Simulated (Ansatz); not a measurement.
**Trial structures of SiW₂: starts and ends**

All numbers below come from Ansatz 0.2.0, DFT PBE, scalar-relativistic, plane waves, PAW. Settings: cutoff 420 eV, Γ-centred meshes spaced at most about 0.3 Å⁻¹, and about 0.25 Å⁻¹ or finer for metals (2π included), Gaussian smearing. No spin polarisation in the final relaxations.

Each guess was relaxed in cell and atoms at zero pressure, within the symmetry of its start. Temperature and zero-point effects are left out. Coordination counts Si atoms around W (those within 1.25 times the shortest such distance or 1.15 times the sum of covalent radii; a slash parts the counts of unlike sites).

| guess | made from | start group | V start (Å³/atom) | end group | V end (Å³/atom) | coordination at the end | gap on mesh (eV) | E over the lowest end (meV/atom) |
| --- | --- | --- | --- | --- | --- | --- | --- | --- |
| 1 | LaCu2 type | P6/mmm | 18.1 | P6/mmm | 15.8 | W 6 | 0 | 678 |
| 2 | GdSe2 type | P4/nmm | 13.9 | P4/nmm (Cu2Sb) | 15.4 | W 4/5 | 0 | 0 |
| 3 | random cell | P4/mmm | 19.3 | P4/mmm | 16.4 | W 4 | 0 | 591 |
| 4 | random cell | P6/mmm | 17.6 | ? | ? | ? | ? | ? |

Guess 4 as it starts:

```cif
data_structure
_symmetry_space_group_name_H-M 'P 1'
_symmetry_Int_Tables_number 1
_cell_length_a 3.0815
_cell_length_b 3.0815
_cell_length_c 6.4155
_cell_angle_alpha 90.000
_cell_angle_beta 90.000
_cell_angle_gamma 120.000
_cell_volume 52.76
loop_
_atom_site_label
_atom_site_type_symbol
_atom_site_fract_x
_atom_site_fract_y
_atom_site_fract_z
_atom_site_occupancy
Si1 Si 0.00000 0.00000 0.00000 1
W1 W 0.00000 0.00000 0.69902 1
W2 W 0.00000 0.00000 0.30098 1
```

Problem. Fill in the missing row: what does this guess relax into, and where does it rank?

Solution. It ends in space group P6/mmm (No. 191), with a = 2.779 Å, c = 7.651 Å, 17.1 Å³/atom and no gap. It lies 0.92 eV/atom over the lowest end, above guess 1 and so the highest of the set. Counting Si atoms around W, this end has W 1 and the lowest (guess 2) has W 4/5.

```xyz
3
Lattice="2.7787 0.0000 0.0000 -1.3893 2.4064 0.0000 0.0000 0.0000 7.6512" Properties=species:S:1:pos:R:3 pbc="T T T"
Si    0.0000    0.0000    0.0000
W     0.0000    0.0000    5.1229
W     0.0000    0.0000    2.5283
```

Formation energies are uncorrected and refer to the elements' standard structures at the same level.

Problem. Is the lowest end bound against the elements?

Solution. No: its formation energy is +0.10 eV/atom. It can't be a ground state, since the elements alone are lower.

These runs have no spin–orbit coupling, which can matter for W. Cells relaxed within their symmetry can be saddle points; a later kick test found a lower structure for SiW2 P4/nmm, SiW2 P4/mmm and SiW2 P6/mmm. A lower structure may well exist outside this small set. Some types were kept out of the candidates beforehand, so the set may lack a known form.
